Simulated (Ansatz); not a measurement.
Method: DFT PBE, scalar-relativistic, plane waves, PAW (Ansatz 0.2.0). Cutoff 420 eV, Γ-centred meshes of about 0.25 Å⁻¹ or finer for metals and 0.3 Å⁻¹ for insulators (2π included), Gaussian smearing. No spin polarisation.

These are static total energies at zero pressure.

Two relaxed structures of Ta5Br3:

A.

```cif
data_structure
_symmetry_space_group_name_H-M 'P-3m1'
_symmetry_Int_Tables_number 164
_cell_length_a 3.3089
_cell_length_b 3.3089
_cell_length_c 39.2058
_cell_angle_alpha 90.000
_cell_angle_beta 90.000
_cell_angle_gamma 120.000
_cell_volume 371.75
loop_
_atom_site_label
_atom_site_type_symbol
_atom_site_symmetry_multiplicity
_atom_site_Wyckoff_symbol
_atom_site_fract_x
_atom_site_fract_y
_atom_site_fract_z
_atom_site_occupancy
Ta1 Ta 2 c 0.00000 0.00000 0.39482 1
Ta2 Ta 2 d 0.33333 0.66667 0.28941 1
Ta3 Ta 2 d 0.66667 0.33333 0.34212 1
Ta4 Ta 2 c 0.00000 0.00000 0.92021 1
Ta5 Ta 2 d 0.66667 0.33333 0.97209 1
Br1 Br 2 d 0.33333 0.66667 0.44379 1
Br2 Br 2 c 0.00000 0.00000 0.24044 1
Br3 Br 2 d 0.33333 0.66667 0.87093 1
```

B.

```cif
data_structure
_symmetry_space_group_name_H-M 'P4/mmm'
_symmetry_Int_Tables_number 123
_cell_length_a 7.4925
_cell_length_b 7.4925
_cell_length_c 3.3860
_cell_angle_alpha 90.000
_cell_angle_beta 90.000
_cell_angle_gamma 90.000
_cell_volume 190.08
loop_
_atom_site_label
_atom_site_type_symbol
_atom_site_symmetry_multiplicity
_atom_site_Wyckoff_symbol
_atom_site_fract_x
_atom_site_fract_y
_atom_site_fract_z
_atom_site_occupancy
Ta1 Ta 4 j 0.69690 0.30310 0.00000 1
Ta2 Ta 1 d 0.50000 0.50000 0.50000 1
Br1 Br 1 b 0.00000 0.00000 0.50000 1
Br2 Br 2 f 0.50000 0.00000 0.00000 1
```

**Question.** Which form is favoured at zero pressure, and by what margin per atom?

**Answer.** A is lower, by 0.66 eV/atom. A has space group P-3m1 (No. 164), 23.2 Å³/atom and no gap on its mesh; B has space group P4/mmm (No. 123), 23.8 Å³/atom and no gap. Counting Br atoms around Ta (those within 1.25 times the shortest such distance or 1.15 times the sum of covalent radii, 1.27 where that leaves under three; a plus sign parts nearer from farther groups; the shortest distance is added where it exceeds 1.18 times the sum of covalent radii; a slash parts the counts of unlike sites), A has Ta 3/3 from 4.4 Å/6+6 from 4.4 Å and B has Ta 2+2/8 from 4.1 Å. Both come from trial cells of a structure search.

These runs have no spin–orbit coupling, which can matter for Ta. Trial moments fell under 0.15 μB along the way in P-3m1 and P4/mmm; another start might hold them. Cells relaxed within their symmetry can be saddle points.
